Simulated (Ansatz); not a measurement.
Starting cell, Zr (hcp, Mg type):

```yaml
crystal:
  lattice:
    - [3.23160, 0.00000, 0.00000]
    - [-1.61580, 2.79864, 0.00000]
    - [0.00000, 0.00000, 5.17363]
  atoms:
    - { symbol: Zr, position: [0.33333, 0.66667, 0.75000] }
    - { symbol: Zr, position: [0.66667, 0.33333, 0.25000] }
```

In this cell atom 2 (Zr, nearest neighbour Zr at 3.189 Å; its periodic images, 3.2 Å or more away, move with it) is moved by u·(1.000, 0.000, 0.000) + v·(0.000, 1.000, 0.000); the rest is frozen.

Computed with PBE (plane waves to 420 eV, PAW, scalar-relativistic; Ansatz, a program for electronic structure). k mesh 13×13×7 (Γ-centred), Fermi-Dirac smearing 0.05 eV. Compression counts positive. With partly filled bands, energies and forces of such displacements shift with the k mesh and the smearing. The PAW data are Ansatz's earlier set. Zr is run without spin polarisation. Zr was relaxed with its symmetry unable to fall. The last digit holds for this mesh only.

Changes of P (GPa) from the point u = 0.000 Å, v = 0.000 Å when one coordinate moves alone (two changes are said to add if the coupling is within 5 % of the smaller one, nearly so within 20 %):

```csv
point,change
"u = 0.000 Å, v = -0.800 Å",-1.36
"u = 0.000 Å, v = -0.533 Å",-1.24
"u = 0.000 Å, v = -0.267 Å",-0.36
"u = -0.800 Å, v = 0.000 Å",-1.78
"u = -0.533 Å, v = 0.000 Å",-1.11
"u = -0.267 Å, v = 0.000 Å",-0.33
"u = 0.267 Å, v = 0.000 Å",-0.33
"u = 0.533 Å, v = 0.000 Å",-1.11
"u = 0.800 Å, v = 0.000 Å",-1.78
"u = 0.000 Å, v = 0.267 Å",-0.29
"u = 0.000 Å, v = 0.533 Å",-0.89
"u = 0.000 Å, v = 0.800 Å",-1.51
```

**Question.** What is the change at u = 0.533 Å, v = -0.800 Å, where both move, and how far is it from the sum?

**Answer.** The sum of the single changes is -1.11 + (-1.36) = -2.47; the calculation gives -1.90, so the coupling contributes 0.57 (over 20 % of the smaller single change, not additive).

**Question.** What is the change at u = 0.800 Å, v = -0.800 Å, where both move, and how far is it from the sum?

**Answer.** The sum of the single changes is -1.78 + (-1.36) = -3.14; the calculation gives -1.82, so the coupling contributes 1.32 (over 20 % of the smaller single change, not additive).

(A displaced cell: forces are minus the slopes of the energy, force constants its curvatures, and phonons follow from these.)
